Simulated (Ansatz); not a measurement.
## Run on GdCu (Pm-3m) — total moment held at 0 μB

Theory: Ansatz, DFT, LDA, all-electron LAPW, scalar-relativistic.

Command: `ansatz run input.yaml --threads 1 --pin off --max-ram 3072MiB --backend cpu --events-out ev --progress --plain --runs-dir out`

```yaml
crystal:
  lattice:
    - [3.502, 0.0, 0.0]
    - [0.0, 3.502, 0.0]
    - [0.0, 0.0, 3.502]
  atoms:
    - { symbol: Gd, position: [0.5, 0.5, 0.5] }
    - { symbol: Cu, position: [0.0, 0.0, 0.0] }
magnetization:
  spin_polarized: true
  initial_magnetization: 0.0
  spin_locking: { lock_magnetization: hard }
kpoints:
  mp_grid: { grid: [11, 11, 11] }
scf:
  occupations: { method: fermi_dirac, width: 0.05 }
hamiltonian:
  xc: lda
  pseudopotentials: { kind: all_electron, lapw: { basis_error: 0.001 } }
output:
  forces: true
  stress: true
  eigenvalues: false
```

Output:

```
settings of this run that can trade accuracy for cost: output.eigenvalues: false. Do not mix this run's numbers with those of runs without the same settings; the input reference describes each key
LAPW: plane waves up to 7.515 Å⁻¹, error target 1.0e-3 eV per atom; small_component_spin mean_spin; Cu in spheres of 1.460 Å, 19 of its electrons in bands, Dirac shells []; Gd in spheres of 1.573 Å, 34 of its electrons in bands, Dirac shells [] (how accurate: hamiltonian.pseudopotentials.lapw.basis_error, Limitations)
band count auto-derived: 33 (N_el = 53.0; filled up to band 27; 32 by the electrons, moments and atoms)
Engine: ansatz 0.2.0
Pseudopotentials: kind: all_electron
Pseudopotential: Gd, LAPW, valence charge 34, lapw/all_electron/scalar/gaussian/Gd, Koelling and Harmon's equation, gaussian nucleus
Pseudopotential: Cu, LAPW, valence charge 19, lapw/all_electron/scalar/gaussian/Cu, Koelling and Harmon's equation, gaussian nucleus
Functional definition: SPW92
  exchange = slater_x
  correlation = pw_c
Crystal: 2 atoms, lattice volume = 42.949 Å³
Basis set: ecut = 215.1425199342826 eV, 305 PW (Γ), exchange–correlation at level 2
Bands: 33, of which v1, the nominal top of the filled ones, is band 27 counted from 1 (26 counted from 0)
Symmetry: 48 space group operations
Space group: Pm-3m (ITA 221), of the structure as read, at distance tolerance 3.5e-5 Å
k-points: 56 of 1331
Non-local potential: Gd, projectors of the file, none
Non-local potential: Cu, projectors of the file, none
Initial density: superposition of atomic densities (chi_scale 0.1, normalization cell, long waves kept (reshape's long-wave potential 0.00 eV rms))
Initial wavefunctions: plane waves of lowest kinetic energy (no species holds an atomic orbital)
Functional: x = slater, c = lda
SCF iter   1: F=—  HF=-351463.114305 eV  |F-HF|=—  |Δ(HF+E_count)|=         —  Δρ=1.84e-1 (↑1.84e-1 ↓1.84e-1)  dr2=1.34e2  dr2_m=0.00e0  M=0.000 μB ∫|m|=0.000 μB  β_m=0.30  ethr=1.00e-1  ⟨swp⟩=2.1  Hψ=7286  notcnv=0
preconditioner: auto → Kerker (q_TF=auto, 2.826 Å⁻¹)  [metal: Δε(μ)=0.007 eV  Ē_g=7.642 eV  σ=0.050 eV  W_gap=0.04  n_scr=18 (ndim 8)  ℏωp=29.4 eV  f_vac=0.000  D(μ)=7.85/eV (n_scr^D=146)]
spin=Collinear: Kerker preconditioning applied to the charge; magnetization (m = ρ↑ − ρ↓) channel mixes plain (no charge-response kernel on spin).
SCF iter   2: F=—  HF=-351795.530804 eV  |F-HF|=—  |Δ(HF+E_count)|=    3.32e2  Δρ=1.90e-1 (↑1.90e-1 ↓1.90e-1)  dr2=1.35e2  dr2_m=0.00e0  M=0.000 μB ∫|m|=0.000 μB  β_m=0.18  ethr=1.00e-1  ⟨swp⟩=3.3  Hψ=5380  notcnv=0
[...]
the basis was enlarged: its passes take 865.5 KiB over the memory plan, 2 of 2 planned eigensolver slots
[...]
SCF 1 converged in 23 iterations: F = -351446.348384 eV  dr2 = 1.86e-8
Following the negative reading down, search 1: the free energy F (with its fill's electron-count term) along its direction. At the converged state itself: F - F(close) = +5.821e-11 eV
  point 1 (+, 4.0e-4 eV away): F - F(close) = -2.136e-3 eV
  point 2 (+, 1.6e-3 eV away): F - F(close) = -8.477e-3 eV
  point 3 (+, 6.4e-3 eV away): F - F(close) = -3.276e-2 eV
  point 4 (+, 2.6e-2 eV away): F - F(close) = -1.147e-1 eV
  point 5 (+, 1.0e-1 eV away): F - F(close) = -3.024e-1 eV
  point 6 (+, 4.1e-1 eV away): F - F(close) = -5.426e-1 eV
  point 7 (+, 1.6e0 eV away): F - F(close) = -6.814e-1 eV
  point 8 (+, 6.6e0 eV away): F - F(close) = -6.916e-1 eV
  point 9 (+, 2.6e1 eV away): F - F(close) = -2.618e-1 eV
Initial density: handed on by an earlier stage of this run
Initial wavefunctions: those handed on with the density
[...]
the basis was enlarged: its passes take 1.7 MiB over the memory plan, 2 of 2 planned eigensolver slots
[...]
SCF 2 converged in 18 iterations: F = -351447.151270 eV  dr2 = 3.83e-8
The result is that of the SCF that stage 1 started: 0.80 eV lower in free energy than the state whose close was followed first; 23 iterations were spent on what was left
Symmetry: 16 space group operations
k-points: 126 of 1331
Initial density: read from a saved state, or passed on in memory by an earlier SCF of this step, an earlier step, the calling program or the single point that the run made first
Initial wavefunctions: those read from a saved state, or passed on in memory by an earlier step or the calling program
[...]
the basis was enlarged: its passes take 2.6 MiB over the memory plan, 2 of 2 planned eigensolver slots
[...]
the basis was enlarged: its passes take 3.1 MiB over the memory plan, 2 of 2 planned eigensolver slots
[...]
SCF 3 converged in 10 iterations: F = -351447.385324 eV  dr2 = 2.85e-9
[...]
the basis was enlarged: its passes take 3.1 MiB over the memory plan, 2 of 2 planned eigensolver slots
[...]
SCF 4 converged in 3 iterations: F = -351447.385324 eV  dr2 = 1.52e-10
Symmetry: 8 space group operations
k-points: 216 of 1331
[...]
the basis was enlarged: its passes take 3.1 MiB over the memory plan, 2 of 2 planned eigensolver slots
[...]
SCF 5 converged in 4 iterations: F = -351447.385324 eV  dr2 = 9.71e-11
k-points: 186 of 1331
[...]
the basis was enlarged: its passes take 3.1 MiB over the memory plan, 2 of 2 planned eigensolver slots
[...]
SCF 6 converged in 8 iterations: F = -351447.440067 eV  dr2 = 9.14e-10
[...]
the basis was enlarged: its passes take 3.1 MiB over the memory plan, 2 of 2 planned eigensolver slots
[...]
SCF 7 converged in 2 iterations: F = -351447.440067 eV  dr2 = 5.26e-10
Symmetry: 4 space group operations
k-points: 366 of 1331
[...]
the basis was enlarged: its passes take 3.1 MiB over the memory plan, 2 of 2 planned eigensolver slots
[...]
SCF 8 converged in 4 iterations: F = -351447.440067 eV  dr2 = 7.45e-9
Symmetry: 24 space group operations
k-points: 76 of 1331
[...]
the basis was enlarged: its passes take 2.6 MiB over the memory plan, 2 of 2 planned eigensolver slots
spin=Collinear: Kerker preconditioning applied to the charge; magnetization (m = ρ↑ − ρ↓) channel mixes plain (no charge-response kernel on spin).
SCF iter   2: F=—  HF=-351447.208221 eV  |F-HF|=—  |Δ(HF+E_count)|=   5.70e-2  Δρ=9.08e-4 (↑9.08e-4 ↓4.37e-4)  dr2=1.62e-3  dr2_m=2.31e-5  M=0.000 μB ∫|m|=2.912 μB  ethr=1.89e-6  ⟨swp⟩=3.0  Hψ=17202  notcnv=0
iter 3 solved again at ethr=1.72e-7 eV; its pass at ethr=1.89e-6 eV (dr2=9.13e-5 eV) is discarded
SCF iter   3: F=—  HF=-351447.224267 eV  |F-HF|=—  |Δ(HF+E_count)|=   1.60e-2  Δρ=2.29e-4 (↑2.29e-4 ↓1.02e-4)  dr2=9.13e-5  dr2_m=1.73e-6  M=0.000 μB ∫|m|=2.955 μB  ethr=1.72e-7  ⟨swp⟩=2.0  Hψ=26253  notcnv=0
SCF iter   4: F=—  HF=-351447.225219 eV  |F-HF|=—  |Δ(HF+E_count)|=   9.52e-4  Δρ=3.97e-6 (↑3.95e-6 ↓3.97e-6)  dr2=2.59e-8  dr2_m=2.40e-9  M=0.000 μB ∫|m|=2.936 μB  ethr=1.89e-6  ⟨swp⟩=2.0  Hψ=15597  notcnv=0
an SCF from an earlier converged SCF that another search, or another magnetic order, replaced, along what its orbitals showed of its open shells (or to have them read), with 24 of the crystal's symmetry operations given up (76 k-points in place of 56), reached no lower state that the run goes on to. This is no proof of a minimum
SCF converged after 2 iterations
Stability not told: the SCF's own minimisation came to no verdict on its close; the lowest value that the minimisation read is 3.0e-2 (residual 6.1e-5): no lower mode is shown, and none is ruled out
Magnetization: 0.0000 μB (26.5000 up, 26.5000 down)
Absolute magnetization: 3.1309 μB (∫|ρ↑−ρ↓|)
Spin contamination: 3.0701 ħ² per cell (⟨S²⟩ above its minimum at these occupations)
Per-site moments (μB) at R_I (Å): [(-0.27277859281305794, 1.5727471635684163), (0.14746870889277197, 1.4600737552921332)]
Free energy (F): -351447.440067 eV
Harris-Foulkes:  -351447.440067 eV  (|F-HF|=1.11e-8)
Internal energy: -351447.393797 eV  (E = F + TS)
E sigma→0 (E₀):  -351447.416932 eV
Entropy (-TS):   -0.046270 eV (-23.135 meV/atom)
Fermi energy:    15.076191 (↑ 15.286724, ↓ 14.865658) eV
--- Per-component energies (eV) ---
  E_band       = -3071.525287
  E_kinetic    = 378772.652376
  E_xc         = -8362.545163
  E_electrostatic = -721857.501009  (all electrons and nuclei)
  E_smearing   = -0.046270  (= −TS)
  E_closure    = 0.000000  (closes the sum)
  E_atoms      = -351433.892827  (free atoms, spherical and without spin; not in F)
  Σ components = -351447.440067   (vs F -351447.440067, Δ=0.00e0)
  Basis errors (estimates in eV, not in F): energy 2.6e-4 per atom: plane waves 2.3e-4 (1.2e-4 summed), levels above the bands 2.5e-31, relativity 9.5e-9, radial functions 3.1e-5, core shells 2.0e-7; eigenvalues (radial functions only) 1.5e-6; not estimated: angular momenta, meshes, grids; target (lapw.basis_error) 1.0e-3; muffin-tin radii Cu 1.460 Å, Gd 1.573 Å
--- Forces (eV/Å), atoms counted from 1 ---
  atom   1  Gd    -0.00000000     0.00000000     0.00000000
  atom   2  Cu    -0.00000000     0.00000000     0.00000000
  max |Σ_I F_I| component: 8.87e-31 eV/Å
--- Stress (GPa, compression-positive) ---
       -5.259826       0.000000       0.000000
        0.000000      -5.315348      -0.000000
        0.000000      -0.000000      -5.315348
  P = ⅓ Tr σ = -5.2968 GPa (-52.968 kbar)
--- Band table (eV; the first three rows and the last of 372) ---
  k-point 0 ↑: bands = ["-251.4341", "-251.4341", "-249.7466", "-123.9084", "-123.5203", "-122.5941", "-122.5941", "-122.0694", "-96.8241", "-54.6446", "-54.6384", "-54.6384", "-27.1813", "-5.1947", "-5.1947", "-4.5277", "8.7897", "11.5293", "11.5441", "12.2251", "12.2251", "12.2301", "14.1282", "14.1282", "14.4646", "15.2893", "15.4449", "15.4449", "15.5243", "15.8392", "16.0115", "20.8116", "21.0716"]
  k-point 1 ↑: bands = ["-251.4341", "-251.4341", "-249.7466", "-123.9084", "-123.5203", "-122.5941", "-122.5941", "-122.0694", "-96.8241", "-54.6446", "-54.6385", "-54.6384", "-27.1782", "-5.2488", "-5.1903", "-4.5229", "8.9384", "11.5609", "11.5805", "12.2205", "12.2249", "12.2268", "14.1166", "14.1360", "14.4679", "15.2957", "15.4379", "15.4508", "15.5312", "15.8581", "16.0168", "19.9812", "20.1801"]
  k-point 2 ↑: bands = ["-251.4341", "-251.4341", "-249.7466", "-123.9084", "-123.5203", "-122.5941", "-122.5941", "-122.0694", "-96.8241", "-54.6446", "-54.6386", "-54.6384", "-27.1698", "-5.3908", "-5.1784", "-4.5100", "9.3634", "11.6250", "11.6962", "12.2089", "12.2117", "12.2315", "14.0878", "14.1591", "14.4767", "15.3129", "15.4160", "15.4664", "15.5520", "15.8102", "15.9931", "18.9817", "19.1680"]
  k-point 185 ↓: bands = ["-252.0980", "-250.7720", "-250.7720", "-124.0808", "-123.4564", "-123.4564", "-122.7869", "-122.5795", "-96.7861", "-54.6121", "-54.5979", "-54.5979", "-27.1965", "-5.8406", "-5.2890", "-5.2879", "12.0933", "12.1252", "12.1301", "12.5119", "12.5288", "13.5360", "13.8410", "13.8789", "14.1248", "14.2397", "14.2544", "14.5060", "14.7627", "15.2718", "15.2781", "17.5928", "21.6717"]
settings of this run that can trade accuracy for cost: output.eigenvalues: false. Do not mix this run's numbers with those of runs without the same settings; the input reference describes each key
```

Site moments (μB): Gd1 -0.27, Cu2 0.15. Cell moment 0.00 μB.

Without U a semilocal functional puts the f levels too near the Fermi level, which can change moments and the order of magnetic states; site and cell moments are spin moments. Spin–orbit coupling is left out although heavy atoms are present. In at least one run the program's final test of stability wasn't made or came to no verdict. With open f shells a run can end in a state that isn't the lowest. The magnetic state is the one that this cell and start allow. It needn't be the compound's measured order, which may need a larger cell or be absent.

It took 35 min on 1 thread of Arm Neoverse V1, with other jobs on the host, peak memory 2 GiB.
